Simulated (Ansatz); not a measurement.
All numbers below come from DFT PBE, scalar-relativistic, plane waves, PAW (Ansatz). All cells share a 420 eV cutoff and Γ-centred k meshes spaced at most about 0.3 Å⁻¹ (2π included). No spin polarisation in the final relaxations.

Temperature and zero-point effects are left out.

Compare these two cells of Al2BAs3, each relaxed at this level.

1.

```
CELL_PARAMETERS angstrom
3.83889 0.00000 0.00000
-1.91944 3.32458 0.00000
0.00000 0.00000 9.56348
ATOMIC_POSITIONS crystal
Al 0.00000 0.00000 0.98949
Al 0.66667 0.33333 0.34487
B 0.33333 0.66667 0.67318
As 0.00000 0.00000 0.24653
As 0.66667 0.33333 0.60481
As 0.33333 0.66667 0.89111
```

2.

```
CELL_PARAMETERS angstrom
3.82192 0.00000 0.00000
-1.91096 3.30988 0.00000
0.00000 0.00000 19.26028
ATOMIC_POSITIONS crystal
Al 0.33333 0.66667 0.00587
Al 0.33333 0.66667 0.32886
Al 0.66667 0.33333 0.50587
Al 0.66667 0.33333 0.82886
B 0.33333 0.66667 0.67008
B 0.66667 0.33333 0.17008
As 0.33333 0.66667 0.13553
As 0.33333 0.66667 0.45645
As 0.33333 0.66667 0.77921
As 0.66667 0.33333 0.27921
As 0.66667 0.33333 0.63553
As 0.66667 0.33333 0.95645
```

Problem. Which is lower in energy, and by how much?

Solution. Cell 1 is lower, by 12 meV/atom. Cell 1 has Al and B ordered on zinc blende sites, space group P3m1 (No. 156), 20.3 Å³/atom and a gap of 0.34 eV on its mesh; cell 2 has Al and B ordered on wurtzite sites, space group P6_3mc (No. 186), 20.3 Å³/atom and a gap of 0.19 eV. Counting As atoms around Al and B (those within 1.25 times the shortest such distance or 1.15 times the sum of covalent radii; a plus sign parts nearer from farther groups), cell 1 and cell 2 both have Al 4, B 1+3. Both come from invented guesses. A third cell relaxed alike, in I-4m2, lies 18 meV/atom below the lower of the two.

Kohn–Sham gaps at this level usually fall short of measured ones. With atoms moved at random, P3m1 came back. Other cells relaxed within their symmetry can be saddle points.
